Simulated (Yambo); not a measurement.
G0W0@LDA for Mg2Si (space group Fm-3m, No. 225) in Yambo. Reference settings: 4×4×4 Γ-centred k mesh, bands 9 to 143 and a 10 Ry block in the screening, 143 bands in G with the Bruneval-Gonze terminator, plasmon pole fitted at 27.2 eV. The LDA gap Γ → X on this mesh is 0.12 eV; G0W0 gaps are taken between the same points.

With and without the terminator, as bands are cut:

```csv
bands in G (in W),"gap, terminator (eV)","gap, none (eV)","valence shift, terminator (eV)","valence shift, none (eV)"
31 (31),0.589,0.494,-0.109,0.119
51 (51),0.637,0.569,-0.356,-0.216
77 (77),0.674,0.629,-0.474,-0.388
110 (110),0.698,0.671,-0.539,-0.487
143 (143),0.711,0.693,-0.570,-0.536
```

Over this range the gap spans 0.122 eV with the terminator and 0.199 eV without, the valence shift 0.461 eV and 0.655 eV. Neither column has reached its limit for certain.

Geometry relaxed with LDA; primitive cell a = 4.426 Å, b = 4.426 Å, c = 4.426 Å, α = 60.00°, β = 60.00°, γ = 60.00°.

A shift is the quasiparticle energy of the state minus its LDA energy.
